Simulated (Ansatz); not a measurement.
Input and command of a plane-wave DFT calculation in Ansatz:

```yaml
crystal:
  lattice:
    - [-2.4069428891, 2.4069428891, 1.3492043707]
    - [2.4069428891, -2.4069428891, 1.3492043707]
    - [2.4069428891, 2.4069428891, -1.3492043707]
  atoms:
    - { symbol: Si, position: [0.25, 0.75, 0.5] }
    - { symbol: Si, position: [0.5, 0.5, 0.0] }
basis:
  ecutwfc: 420
kpoints:
  mp_grid: { grid: [20, 20, 20] }
hamiltonian:
  xc: lda
scf:
  occupations: { method: gaussian, width: 0.15 }
output:
  forces: true
  stress: true
  eigenvalues: true
```

```bash
ansatz run input.yaml --threads 1 --pin off --max-ram 2560MiB --backend cpu --events-out ev --progress --plain --runs-dir out
```

Processor: Intel(R) Xeon(R) Processor @ 2.50GHz (Skylake/Cascade Lake), 1 thread, on a host shared with other jobs.

**Question.** Estimate time, memory and problem size.

**Answer.** About 22 s on 1 thread of Intel(R) Xeon(R) Processor @ 2.50GHz (Skylake/Cascade Lake) (shared host), peak memory 0.46 GiB. It solves 8 bands at 641 k points (the mesh reduced by the symmetry that the task leaves, which can be less than the crystal's) with about 601 plane waves, in 6 SCF iterations.
